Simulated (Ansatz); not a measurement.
AlPt:
```yaml
crystal:
  lattice:
    - [0.00000, 2.54732, 2.54732]
    - [2.54732, 0.00000, 2.54732]
    - [2.54732, 2.54732, 0.00000]
  atoms:
    - { symbol: Pt, position: [0.00000, 0.00000, 0.00000] }
    - { symbol: Al, position: [0.50000, 0.50000, 0.50000] }
```

Relaxed with r²SCAN. Special points in fractions of this cell's reciprocal vectors: Γ (0.000, 0.000, 0.000); X (0.500, 0.000, 0.500); U (0.625, 0.250, 0.625); K (0.375, 0.375, 0.750); L (0.500, 0.500, 0.500); W (0.500, 0.250, 0.750).

Question: List the band energies nearest the Fermi level at these points for the program Ansatz at the r²SCAN with spin–orbit coupling level (PAW).

Answer: In eV from the Fermi level; about four levels below and three above (degenerate sets whole), none deeper than 8.9 eV; points with the same levels are listed once.

| k | below | above |
|---|---|---|
| Γ | -3.24 -3.24 -3.24 -3.24 | 5.39 5.39 6.13 6.13 6.13 6.13 |
| X | -1.67 -1.67 -0.81 -0.81 | 1.21 1.21 1.85 1.85 |
| U | -1.86 -1.86 -0.43 -0.43 | 0.58 0.58 3.33 3.33 |
| L | -2.25 -2.25 -1.14 -1.14 | 6.33 6.33 7.36 7.36 |
| W | -2.11 -2.11 -1.58 -1.58 | 0.02 0.02 0.32 0.32 |

Space group Fm-3m (rock salt). The start of the workflow was typed in or built on a structure type; neither database checked (COD, Materials Project) lists it. Whether it is the stable phase at ambient conditions was not checked. The r²SCAN relaxation kept the symmetry of its start; whether a distortion lowers the energy is not shown. The run is not spin-polarised.

Potentials: the earlier of the program's two PAW sets.
